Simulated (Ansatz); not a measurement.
Input and command of a plane-wave DFT calculation in Ansatz:

```yaml
crystal:
  lattice:
    - [-1.44279332, 1.4634345418, 1.3977233498]
    - [1.44279332, -1.4221520982, 1.3544395502]
    - [1.44279332, 1.4221520982, -1.3544395502]
  atoms:
    - { symbol: Cu, position: [0.0, 0.0, 0.0] }
basis:
  ecutwfc: 250.0
kpoints:
  mp_grid: { grid: [24, 24, 24] }
hamiltonian:
  xc: r2scan
scf:
  occupations: { method: gaussian, width: 0.15 }
output:
  forces: true
  stress: true
  eigenvalues: true
```

```bash
ansatz run input.yaml --threads 1 --pin off --max-ram 2560MiB --backend cpu --events-out ev --progress --plain --runs-dir out
```

Processor: Arm Neoverse V1, 1 thread, on a host shared with other jobs.

Task: Estimate time, memory and problem size.

Result: About 37 s on 1 thread of Arm Neoverse V1, with other jobs on the host, peak memory 0.66 GiB. It solves 14 bands at 3614 k points (the mesh reduced by the symmetry that the task leaves, which can be less than the crystal's) with about 87 plane waves, in 7 SCF iterations.
